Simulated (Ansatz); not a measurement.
Level of theory: DFT PBE, scalar-relativistic, plane waves, PAW, and for the lanthanide a 4f-in-core norm-conserving potential (Ansatz 0.2.0). Settings: cutoff 660 eV, Γ-centred meshes spaced at most about 0.3 Å⁻¹, and about 0.25 Å⁻¹ or finer for metals (2π included), Gaussian smearing. No spin polarisation in the final relaxations.

All energies are static (0 K, no zero-point motion).

Two relaxed structures of SrPr3Hg:

A.

```
CELL_PARAMETERS angstrom
6.67397 0.00000 0.00000
-3.33699 5.77983 0.00000
0.00000 0.00000 6.09785
ATOMIC_POSITIONS crystal
Sr 0.00000 0.00000 0.50000
Pr 0.50000 0.00000 0.00000
Pr 0.00000 0.50000 0.00000
Pr 0.50000 0.50000 0.00000
Hg 0.00000 0.00000 0.00000
```

B.

```
CELL_PARAMETERS angstrom
5.99808 0.00000 0.00000
0.00000 5.99808 0.00000
0.00000 0.00000 5.99808
ATOMIC_POSITIONS crystal
Sr 0.00000 0.00000 0.00000
Pr 0.00000 0.50000 0.50000
Pr 0.50000 0.00000 0.50000
Pr 0.50000 0.50000 0.00000
Hg 0.50000 0.50000 0.50000
```

Problem. Which would you expect to be lower, and how large is the difference?

Solution. B is lower, by 147 meV/atom. A has space group P6/mmm (No. 191), 47.0 Å³/atom and no gap on its mesh; B has the antiperovskite type, space group Pm-3m (No. 221), 43.2 Å³/atom and no gap. Counting all near atoms (those within 1.25 times the shortest distance at each site; a plus sign parts nearer from farther groups), A has Sr 2, Pr 6, Hg 8 and B has Sr 12+8, Pr 2, Hg 6. The denser one is the lower, and pressure would at first widen the difference. Even the lower one lies +0.12 eV/atom against the reference forms of the elements (uncorrected), so neither is stable at this level. In A, Sr is surrounded by 2 Hg at 3.05 Å; Pr is surrounded by 2 Hg at 3.34 Å and 4 Pr at 3.34 Å; Hg is surrounded by 2 Sr at 3.05 Å and 6 Pr at 3.34 Å. In B, Sr has 12 Pr at 4.24 Å; Pr is surrounded by 2 Hg at 3.00 Å, 4 Sr at 4.24 Å and 8 Pr at 4.24 Å; Hg is surrounded by 6 Pr at 3.00 Å. Both come from invented guesses.

Spin–orbit coupling, which can matter for Hg, is left out. Cells relaxed within their symmetry can be saddle points.

The lanthanide is trivalent by construction, without f bands, f moments or other valences.
